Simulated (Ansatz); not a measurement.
Values for one crystal, relaxed and computed with the program Ansatz at the r²SCAN level (PAW); other levels are named.

```yaml
volume_per_atom: 36.72 Å³
electronic_character: no gap, with almost no states at the Fermi level (zero-gap or semimetallic)
Density of states at the Fermi level: 0.03 states/eV per atom (mean over ±0.08 eV)
Bulk modulus (Birch–Murnaghan fit): 24.4 GPa
highest_zone_centre_frequency: 114 cm⁻¹
Young's modulus: 33.5 GPa
Gap with spin–orbit coupling: none (metallic)
```

Which compound is it?
A) Nb, bcc (W type)
B) Ni, bcc (W type)
C) Bi, A7 (α-As type)
D) Al, bcc (W type)

C, Bi, A7 (α-As type)

Space group R-3m (A7 (α-As type)). Symmetry was held in the r²SCAN relaxation; of distortions, only those at the zone centre were tested. As this level gives no gap, phonon frequencies hold no LO–TO term and depend on the k-mesh and smearing (Fermi–Dirac, 0.1 eV here). Scalar-relativistic: spin–orbit coupling is off unless named, which matters more the heavier the elements.

Potentials: the earlier of the program's two PAW sets.
